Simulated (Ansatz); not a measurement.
Relaxed-ion elastic tensor of SrO (rock salt, Fm-3m) in GPa (Voigt order), r²SCAN in the plane-wave PAW code Ansatz; density 5.01 g/cm³, 17.17 Å³ per atom.

```
 183  48.8  48.8   0.0   0.0   0.0
48.8   183  48.8   0.0   0.0   0.0
48.8  48.8   183   0.0   0.0   0.0
 0.0   0.0   0.0  55.4   0.0   0.0
 0.0   0.0   0.0   0.0  55.4   0.0
 0.0   0.0   0.0   0.0   0.0  55.4
```

Question: Is the crystal mechanically stable?

Answer: Yes: the smallest eigenvalue of C is 55.4 GPa.

Question: Work out the Voigt, Reuss and Hill averages.

Answer: K_V = 93.6, K_R = 93.6, K_H = 93.6; G_V = 60.1, G_R = 59.6, G_H = 59.9 GPa.

Question: Give Young's modulus, Poisson's ratio, Pugh's ratio and the universal anisotropy index.

Answer: E = 9KG/(3K + G) = 148 GPa; ν = 0.24; K/G = 1.56 (brittle by the Pugh limit of 1.75); A_U = 5G_V/G_R + K_V/K_R − 6 = 0.04.

Question: Estimate the sound speeds and the Debye temperature.

Answer: v_l = √((K + 4G/3)/ρ) = 5880 m/s, v_t = √(G/ρ) = 3460 m/s, mean 3830 m/s; Θ = (h/k)(3n/4πV)^(1/3) v_m = 442 K.

Question: Give the Zener ratio and Young's modulus along [100], [110] and [111].

Answer: A = 2C44/(C11 − C12) = 0.82; 1/E = S11 − 2(S11 − S12 − S44/2)Γ with Γ = 0, 1/4, 1/3 gives 163, 144, 139 GPa.

Question: Solve the Christoffel equation for the three sound speeds along [100], [110], [111].

Answer: Eigenvalues of C_ijkl n_j n_l equal ρv². In km/s, slowest first: [100] 3.33, 3.33, 6.05; [110] 3.33, 3.66, 5.85; [111] 3.55, 3.55, 5.78.

Symmetry was held in the r²SCAN relaxation; phonons on a q-mesh show no instability.

Potentials: the later of the program's two PAW sets.
